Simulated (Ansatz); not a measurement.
## BeSe: computed property card

BeSe:
```yaml
crystal:
  lattice:
    - [3.61512, 0.00000, 0.00000]
    - [-1.80756, 3.13079, 0.00000]
    - [0.00000, 0.00000, 5.96395]
  atoms:
    - { symbol: Be, position: [0.33333, 0.66667, 0.99936] }
    - { symbol: Se, position: [0.66667, 0.33333, 0.12564] }
    - { symbol: Be, position: [0.66667, 0.33333, 0.49936] }
    - { symbol: Se, position: [0.33333, 0.66667, 0.62564] }
```

Space group P6_3mc (No. 186), wurtzite; conventional cell a = b = 3.615 Å, c = 5.964 Å, α = β = 90.00°, γ = 120.00°.

Method: the program Ansatz at the PBEsol level (PAW). Geometry: relaxed at this level of theory. Other levels are named where they apply.

Cell and energy:

| Quantity | Result |
|---|---|
| Volume per atom | 16.88 Å³ |
| Density | 4.33 g/cm³ |
| Formation energy from the elements (no fitted shifts) | -0.80 eV/atom |

Electronic structure:

| Item | Value |
|---|---|
| Band gap | 3.09 eV (indirect) |
| Valence-band maximum | at Γ |
| Conduction-band minimum | at K (2 equivalent valleys) |
| Smallest direct gap on the standard path | 3.97 eV |
| Electron effective mass | 0.28, 0.48, 0.48 mₑ (principal values) |
| Electron effective mass with spin–orbit coupling | 0.28, 0.48, 0.48 mₑ (principal values) |
| Hole effective mass, band 1 of 2 at the edge | 1.2 along x, 1.1 along z (mₑ) |
| Hole effective mass, band 2 of 2 at the edge | 0.19 along x, 1.1 along z (mₑ) |
| Hole effective mass with spin–orbit coupling | 0.31, 0.31, 1.1 mₑ (principal values) |
| Gap with spin–orbit coupling | 2.94 eV |

Mechanics:

| Item | Result |
|---|---|
| Bulk modulus (Birch–Murnaghan fit) | 79.2 GPa |
| Pressure derivative B′ | 3.9 |
| Elastic constants (relaxed ions, GPa) | C11 = 156, C12 = 47.3, C13 = 31.6, C33 = 181, C44 = 44.2 |
| Mechanical stability | stable (all eigenvalues of C positive) |
| Hill bulk and shear moduli | 79.3 and 53.1 GPa |
| Young's modulus | 130 GPa |
| Poisson's ratio | 0.23 |
| Debye temperature from the elastic constants | 450 K |
| Piezoelectric stress constants (proper, relaxed ions, C/m²) | e15 = e24 = -0.08, e31 = e32 = -0.07, e33 = 0.27 |

Dielectric response:

| Quantity | Result |
|---|---|
| Electronic dielectric constant ε∞ (DFPT) | 6.06 (xx = yy), 6.22 (zz) |
| Static dielectric constant ε0 (ions relaxed, cell fixed) | 7.52 (xx = yy), 7.95 (zz) |
| Born charges (a third of the trace) | Be +1.49, Se -1.49 e |
| Largest static χ(2) component | 9.6 pm/V |

Phonons:

| Item | Value |
|---|---|
| Highest zone-centre frequency (without LO–TO term) | 69.8 meV |
| Zone-centre stability | no imaginary mode at Γ |

The start of the workflow was typed in or built on a structure type; neither database checked (COD, Materials Project) lists it. COD files the formula under space group No. 216. Whether it is the stable phase at ambient conditions was not checked. The cell was relaxed with PBEsol under the symmetry of its start. Signs of piezoelectric constants follow the polarity of the cell as given. The references are the lowest solids computed at this level, not always the standard phases. Spin–orbit coupling is left out wherever it is not named.

Potentials: the earlier of the program's two PAW sets. The files were generated under PBE; for other functionals the program regenerates the frozen cores, and for LDA and PBEsol the local potential too.
